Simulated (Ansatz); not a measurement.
Formation energy of KAg (CsCl type)

```
CELL_PARAMETERS angstrom
3.98436 0.00000 0.00000
0.00000 3.98436 0.00000
0.00000 0.00000 3.98436
ATOMIC_POSITIONS crystal
K 0.00000 0.00000 0.00000
Ag 0.50000 0.50000 0.50000
```

The cell comes from a relaxation on PAW files under the same functional, begun from a prototype that needn't be the stable phase.

All numbers are PBEsol results (scalar-relativistic) from Ansatz 0.2.0, with a Γ-centred 10×10×10 k mesh, Fermi–Dirac smearing of 0.05 eV, no spin polarisation. Methods: LAPW: all electrons, basis error target 0.5 meV/atom; PAW: frozen-core files, cutoff 420 eV.

The elements are taken as Ag fcc, K bcc, each relaxed on PAW files under the same functional and computed by the same method as the compound; zero-point and thermal terms are left out.

The PAW files were made under PBE.

Question: Give the formation energy by each method, with the residual pressure at this cell and the LAPW gap.

Answer: 

| method | ΔE(formation) (eV/atom) | P at this cell (GPa) | gap (eV) |
| --- | --- | --- | --- |
| LAPW | 0.221 | -0.01 | 0.00 |
| PAW | 0.221 | 0.00 | – |

Question: Give the LAPW value for one formula unit in kJ/mol.

Answer: 0.221 eV/atom × 2 atoms × 96.485 kJ/(mol·eV) = 42.6 kJ/mol, at zero temperature and without zero-point motion.

Question: What Bader charges does the PAW density give?

Answer: K1 +0.70 e, Ag2 -0.70 e.
